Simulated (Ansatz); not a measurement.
Data:

Ir:
```yaml
crystal:
  lattice:
    - [2.55217, 0.00000, 0.00000]
    - [0.00000, 2.55217, 0.00000]
    - [0.00000, 0.00000, 2.55217]
  atoms:
    - { symbol: Ir, position: [0.00000, 0.00000, 0.00000] }
```

This is the r²SCAN-relaxed structure.

**Question.** All from the program Ansatz at the r²SCAN level (PAW), unless another level is named. Predict the Debye temperature from the elastic constants.

**Answer.** 261 K.

**Question.** Predict the elastic constants (relaxed ions, GPa).

**Answer.** C11 = 500, C12 = 152, C44 = 40.0.

Space group Pm-3m (simple cubic). The cell is a constructed one: a structure type filled with these elements; neither database checked (COD, Materials Project) lists it. It is not the phase usual at ambient conditions (space group No. 225). The r²SCAN relaxation kept the symmetry of its start; its stability against distortions is not shown here. The run is not spin-polarised. As this level gives no gap, shear constants depend on the k-mesh and smearing (Fermi–Dirac, 0.1 eV here). Spin–orbit coupling is left out wherever it is not named.

Potentials: the earlier of the program's two PAW sets.
